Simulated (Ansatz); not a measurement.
# KCaHfSbO6 (F-43m), kick along a soft mode, then relaxed

Theory: Ansatz, DFT PBE, scalar-relativistic, plane waves, PAW. Settings: plane waves to 420 eV, k-mesh 6×6×6 (Γ-centred), Gaussian smearing 0.05 eV. Spin–orbit coupling is left out, which can shift energies with elements as heavy as these. No spin polarisation. Energies are free energies at this smearing, counted from the undisturbed cell; pressure is positive in compression.

Reference structure (relaxed at this level; it needn't be the usual structure):

```
K Ca Hf Sb O
1.0
     0.00000    4.06201    4.06201
     4.06201    0.00000    4.06201
     4.06201    4.06201    0.00000
K Ca Hf Sb O
1 1 1 1 6
Direct
  0.25000 0.25000 0.25000
  0.75000 0.75000 0.75000
  0.00000 0.00000 0.00000
  0.50000 0.50000 0.50000
  0.74522 0.25478 0.25478
  0.25478 0.74522 0.74522
  0.74522 0.74522 0.25478
  0.25478 0.25478 0.74522
  0.25478 0.74522 0.25478
  0.74522 0.25478 0.74522
```

The atoms are moved along a zone-centre mode of 163i cm⁻¹ (Å):

| atom | ux | uy | uz |
| --- | --- | --- | --- |
| K1 | 0.000 | 0.000 | 0.000 |
| Ca2 | 0.000 | 0.000 | 0.000 |
| Hf3 | 0.000 | 0.000 | 0.000 |
| Sb4 | 0.000 | 0.000 | 0.000 |
| O5 | 0.000 | 0.105 | -0.043 |
| O6 | 0.000 | -0.105 | -0.043 |
| O7 | 0.018 | 0.043 | 0.000 |
| O8 | 0.018 | -0.043 | 0.000 |
| O9 | -0.123 | 0.000 | 0.086 |
| O10 | 0.088 | 0.000 | 0.000 |

Cell and atoms are then relaxed.

**Question.** Does the relaxation return to the undisturbed structure?

**Answer.** No. It ends 32.9 meV/atom below it. The final space group reads P1 (tolerance 0.01 Å) and the volume changes by -1.87 %.

Final structure:

```
CELL_PARAMETERS angstrom
0.01556 4.00368 4.06497
4.04389 -0.00429 4.08482
4.03119 4.01083 0.00840
ATOMIC_POSITIONS crystal
K 0.24867 0.24881 0.25115
Ca 0.76857 0.73161 0.72977
Hf 0.00012 0.99980 0.99840
Sb 0.50014 0.50019 0.49906
O 0.77135 0.19056 0.32225
O 0.19395 0.77801 0.71488
O 0.76284 0.72850 0.29566
O 0.21144 0.29786 0.72833
O 0.34630 0.73469 0.16573
O 0.69662 0.28997 0.79477
```

The relaxation, step by step (energy from the first step; small jumps at an unchanged geometry come where the plane waves are selected anew for the new cell):

| step | ΔE (meV/atom) | largest force component (eV/Å) | pressure (GPa) |
| --- | --- | --- | --- |
| 1 | 0.0 | 0.171 | -0.25 |
| 2 | -3.9 | 0.207 | 0.09 |
| 3 | -9.4 | 0.237 | 0.06 |
| 4 | -25.1 | 0.169 | -0.64 |
| 5 | -22.0 | 0.465 | 1.95 |
| 6 | -27.9 | 0.193 | -0.01 |
| 7 | -29.0 | 0.123 | -0.07 |
| 8 | -29.1 | 0.015 | 0.01 |
| 9 | -29.1 | 0.002 | 0.00 |
| 10 | -28.3 | 0.002 | -0.09 |
| 11 | -28.4 | 0.002 | 0.00 |
| 12 | -28.3 | 0.002 | 0.00 |

Frames along the relaxation (Å, eV/Å):

```xyz
10
Lattice="0.000 4.062 4.062 4.062 0.000 4.062 4.062 4.062 0.000" Properties=species:S:1:pos:R:3:forces:R:3 pbc="T T T" step=1
K     2.031    2.031    2.031    0.001    0.001    0.000
Ca    6.093    6.093    6.093   -0.006    0.001    0.003
Hf    0.000    0.000    0.000    0.000   -0.006    0.000
Sb    4.062    4.062    4.062   -0.002   -0.022    0.001
O     2.070    4.167    4.019    0.005    0.149   -0.065
O     6.054    3.957    4.019   -0.003   -0.151   -0.054
O     4.080    4.105    6.054    0.030    0.062    0.007
O     4.080    4.019    2.070    0.019   -0.064   -0.008
O     3.939    2.070    4.148   -0.171    0.020    0.119
O     4.150    6.054    4.062    0.127    0.009   -0.002
10
Lattice="0.002 4.054 4.062 4.057 0.000 4.064 4.055 4.054 0.002" Properties=species:S:1:pos:R:3:forces:R:3 pbc="T T T" step=2
K     2.030    2.027    2.031   -0.005    0.003    0.002
Ca    6.078    6.082    6.098   -0.010   -0.002    0.003
Hf    0.001    0.001    0.000   -0.006   -0.040    0.002
Sb    4.058    4.053    4.063   -0.011    0.016    0.004
O     2.069    4.201    4.008    0.002    0.190   -0.093
O     6.046    3.907    4.012   -0.011   -0.191   -0.099
O     4.081    4.113    6.056    0.044    0.089    0.010
O     4.077    3.994    2.071    0.050   -0.090   -0.006
O     3.889    2.066    4.177   -0.207    0.021    0.152
O     4.183    6.043    4.057    0.155    0.004    0.025
10
Lattice="0.001 4.047 4.063 4.050 -0.001 4.065 4.051 4.048 -0.001" Properties=species:S:1:pos:R:3:forces:R:3 pbc="T T T" step=3
K     2.025    2.025    2.032    0.005   -0.005   -0.003
Ca    6.060    6.070    6.100   -0.040    0.004    0.012
Hf    0.001    0.001    0.000   -0.018   -0.056    0.005
Sb    4.052    4.046    4.063   -0.024    0.022    0.006
O     2.066    4.243    3.992    0.004    0.213   -0.125
O     6.038    3.850    3.994    0.013   -0.210   -0.103
O     4.082    4.128    6.057    0.067    0.098    0.018
O     4.081    3.965    2.070    0.046   -0.093   -0.025
O     3.831    2.064    4.210   -0.237    0.009    0.188
O     4.221    6.033    4.055    0.183    0.018    0.027
10
Lattice="0.028 3.977 4.067 4.024 -0.003 4.098 4.001 3.984 0.021" Properties=species:S:1:pos:R:3:forces:R:3 pbc="T T T" step=5
K     2.039    1.986    2.031   -0.105    0.002    0.019
Ca    5.804    5.972    6.177    0.465   -0.036   -0.294
Hf    0.015   -0.004   -0.002   -0.278    0.026    0.036
Sb    4.040    3.978    4.091   -0.279   -0.066    0.078
O     2.085    4.420    3.895    0.074   -0.155    0.217
O     6.007    3.533    3.959   -0.145    0.185   -0.023
O     4.149    4.181    6.093   -0.059    0.088   -0.044
O     4.085    3.772    2.085    0.186   -0.068    0.167
O     3.559    2.034    4.432    0.272    0.140   -0.220
O     4.453    5.939    4.072   -0.132   -0.117    0.064
10
Lattice="0.021 4.003 4.071 4.037 -0.006 4.097 4.022 4.014 0.010" Properties=species:S:1:pos:R:3:forces:R:3 pbc="T T T" step=6
K     2.011    2.010    2.036    0.041   -0.028    0.000
Ca    5.953    6.003    6.130   -0.193    0.011    0.064
Hf   -0.005   -0.007    0.006   -0.050    0.047   -0.046
Sb    4.036    4.006    4.094   -0.013   -0.061   -0.055
O     2.072    4.398    3.930    0.151   -0.048   -0.001
O     6.009    3.611    3.958    0.153    0.076    0.080
O     4.130    4.205    6.098    0.036   -0.065   -0.067
O     4.110    3.805    2.089   -0.038    0.079   -0.027
O     3.636    2.047    4.380   -0.080   -0.019    0.121
O     4.405    5.975    4.078   -0.007    0.008   -0.068
10
Lattice="0.015 4.007 4.068 4.043 -0.004 4.086 4.031 4.013 0.009" Properties=species:S:1:pos:R:3:forces:R:3 pbc="T T T" step=7
K     2.022    2.003    2.031   -0.002   -0.001   -0.002
Ca    5.909    6.004    6.122    0.003   -0.003   -0.004
Hf   -0.011   -0.006    0.000    0.112   -0.003   -0.006
Sb    4.044    4.004    4.082   -0.123    0.039   -0.003
O     2.082    4.389    3.918   -0.008   -0.028    0.004
O     6.029    3.640    3.974    0.008   -0.004   -0.009
O     4.147    4.234    6.082    0.001    0.006    0.008
O     4.140    3.776    2.083    0.015   -0.022    0.004
O     3.644    2.049    4.408   -0.003    0.002   -0.007
O     4.392    5.979    4.030   -0.002    0.013    0.014
10
Lattice="0.015 4.006 4.065 4.045 -0.003 4.084 4.033 4.013 0.009" Properties=species:S:1:pos:R:3:forces:R:3 pbc="T T T" step=8
K     2.023    2.003    2.029   -0.002    0.003    0.001
Ca    5.912    6.006    6.118    0.004   -0.001    0.000
Hf   -0.007   -0.005    0.000   -0.014    0.000   -0.002
Sb    4.043    4.005    4.080    0.012   -0.015    0.005
O     2.082    4.382    3.916    0.001    0.003    0.000
O     6.032    3.644    3.972    0.005    0.003    0.002
O     4.150    4.239    6.079    0.000    0.004   -0.005
O     4.146    3.768    2.082   -0.002    0.004    0.001
O     3.647    2.050    4.409   -0.004    0.005    0.001
O     4.388    5.980    4.023    0.000   -0.005   -0.002
10
Lattice="0.015 4.006 4.065 4.044 -0.004 4.084 4.032 4.013 0.008" Properties=species:S:1:pos:R:3:forces:R:3 pbc="T T T" step=10
K     2.023    2.003    2.029    0.000    0.000    0.000
Ca    5.913    6.003    6.117    0.000    0.002    0.000
Hf   -0.007   -0.006    0.000    0.002   -0.001    0.000
Sb    4.043    4.004    4.080    0.000    0.000    0.000
O     2.082    4.381    3.916   -0.001    0.000    0.000
O     6.032    3.643    3.972   -0.001    0.000    0.000
O     4.150    4.240    6.078   -0.001    0.000    0.002
O     4.145    3.768    2.082    0.001   -0.001   -0.001
O     3.646    2.049    4.410    0.001   -0.001   -0.001
O     4.387    5.978    4.021    0.000    0.002   -0.001
10
Lattice="0.016 4.004 4.065 4.044 -0.004 4.085 4.031 4.011 0.008" Properties=species:S:1:pos:R:3:forces:R:3 pbc="T T T" step=11
K     2.022    2.002    2.029    0.000    0.000    0.000
Ca    5.912    6.001    6.119    0.000    0.000    0.000
Hf   -0.007   -0.006    0.000    0.002    0.000    0.000
Sb    4.042    4.002    4.080    0.000    0.001    0.000
O     2.082    4.380    3.917    0.000    0.000    0.000
O     6.031    3.640    3.972    0.000    0.000    0.000
O     4.150    4.237    6.079   -0.001    0.000    0.001
O     4.144    3.766    2.082    0.000    0.000   -0.001
O     3.644    2.048    4.410   -0.001    0.000    0.001
O     4.387    5.975    4.023    0.000   -0.001    0.000
10
Lattice="0.016 4.004 4.065 4.044 -0.004 4.085 4.031 4.011 0.008" Properties=species:S:1:pos:R:3:forces:R:3 pbc="T T T" step=12
K     2.022    2.002    2.029    0.000    0.000    0.000
Ca    5.912    6.001    6.119    0.000    0.000    0.000
Hf   -0.007   -0.006    0.000    0.002    0.000    0.000
Sb    4.042    4.002    4.080    0.000    0.001    0.000
O     2.082    4.380    3.917    0.000    0.000    0.000
O     6.031    3.640    3.972    0.000    0.000    0.000
O     4.150    4.237    6.079   -0.001    0.000    0.001
O     4.144    3.766    2.082    0.000    0.000   -0.001
O     3.644    2.048    4.410   -0.001    0.000    0.001
O     4.387    5.975    4.023    0.000   -0.001    0.000
```

Cost: 1 run of about 22 core-minutes, on Arm Neoverse V1 (shared hosts).